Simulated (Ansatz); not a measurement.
A plane-wave run on ZnS

The input, for Ansatz 0.2.0 (plane waves, PAW):

```yaml
crystal:
  lattice:
    - [0.0, 2.72717761, 2.72717761]
    - [2.72717761, 0.0, 2.72717761]
    - [2.72717761, 2.72717761, 0.0]
  atoms:
    - { symbol: Zn, position: [0.0, 0.0, 0.0] }
    - { symbol: S, position: [0.25, 0.25, 0.25] }
  symmetry: { tolerance: 0.0003 }
kpoints:
  mp_grid: { grid: [8, 8, 8], shift: [0, 0, 0] }
  band_path:
    path:
      - [0.0, 0.0, 0.0]
      - [-0.5, -0.5, 0.0]
      - [-0.375, -0.375, 0.25]
      - [-0.375, 0.0, 0.375]
      - [0.0, 0.0, 0.0]
      - [0.0, 0.0, 0.5]
      - [-0.5, -0.25, 0.25]
      - [-0.5, -0.5, 0.0]
    npoints: 20
magnetization:
  spin_polarized: false
scf:
  occupations: { method: fermi_dirac }
  lower_state_search: "off"
  max_iter: 200
hamiltonian:
  pseudopotentials: { kind: paw }
  xc: r2scan
basis:
  ecutwfc: 500
  fft_grid_basis: typed
output:
  forces: true
  stress: true
  eigenvalues: true
  bader: true
  populations: true
  elf: true
  write_potential: true
  volumetric_format: npy
  dos:
    e_range: [-12, 8]
    de: 0.05
    projected: { site_lists: { S: [S], Zn: [Zn] } }
checkpoint:
  read: saved_state
```

Launched with:

```sh
ansatz run input.yaml --threads 1 --pin off --max-ram 2560MiB --backend cpu --events-out ev --progress --plain --runs-dir out
```

The run starts from an earlier solution of this cell. 

Output (shortened):

```
Pseudopotentials: kind: paw
Pseudopotential: Zn, paw, valence charge 12, recommended cutoff 500 eV (meta_gga), Zn.paw.azcp
Pseudopotential: S, paw, valence charge 6, recommended cutoff 500 eV (meta_gga), S.paw.azcp
Functional definition: r2SCAN
  exchange = r2scan_x(k0 = k0, k1 = k1, a1 = a1)
  correlation = r2scan_c
Crystal: 2 atoms, lattice volume = 40.567 Å³
Basis set: ecut = 500 eV, 965 PW (Γ), exchange–correlation on 120×120×120 points (64 copies of the dense FFT grid, shifted against one another)
Bands: 13, of which v1, the nominal top of the filled ones, is band 9 counted from 1 (8 counted from 0)
Symmetry: 24 space group operations
Space group: F-43m (ITA 216), of the structure as read, at distance tolerance 1.0e-3 Å
k-points: 29 of 512 (time reversal used)
Initial density: read from a saved state, or passed on in memory by an earlier SCF of this step, an earlier step, the calling program or the single point that the run made first
Functional: x = r2scan, c = r2scan; τ floored in thin density (d = 2e-4 eV/Å³)
SCF iter   1: F=-4233.4379 eV  Δρ=1.19e-3  dr2=2.66e-4  dr2_τ=6.09e-4
SCF iter   2: F=-4233.4381 eV  Δρ=5.66e-4  dr2=2.78e-5  dr2_τ=9.34e-6
SCF iter   3: F=-4233.4381 eV  Δρ=3.25e-4  dr2=6.77e-6  dr2_τ=3.36e-6
SCF iter   4: F=-4233.4381 eV  Δρ=9.32e-5  dr2=3.79e-7  dr2_τ=2.47e-7
SCF iter   5: F=-4233.4381 eV  Δρ=1.66e-5  dr2=7.66e-8  dr2_τ=1.29e-8
Free energy (F): -4233.4381 eV
Harris-Foulkes:  -4233.4381 eV  (|F-HF|=2.93e-9)
Internal energy: -4233.4381 eV  (E = F + TS)
E sigma→0 (E₀):  -4233.4381 eV
Entropy (-TS):    0.0000 eV (-0.000 meV/atom)
Fermi energy:    6.5303 eV
--- Stress (GPa, compression-positive) ---
       -2.6246       0.0000       0.0000
        0.0000      -2.6246       0.0000
        0.0000       0.0000      -2.6246
  P = ⅓ Tr σ = -2.6246 GPa (-26.246 kbar)
--- Löwdin populations: 2 sites ---
  site symbol       q [e]
     0     Zn     10.7003
     1      S      7.1129
  spilling = 0.0104 (of n_electrons = 18.0000)
--- Bader charges: 2 sites ---
  site symbol  charge [e]  shift [e]
     0     Zn      0.9675     0.0034
     1      S     -0.9675     0.0034
```

Origin: a database entry at a rescaled volume.

Cost: 23 s on 1 thread of Intel(R) Xeon(R) Platinum 8488C (Sapphire Rapids), with other jobs on the host, peak memory 0.53 GiB (start from a saved density).
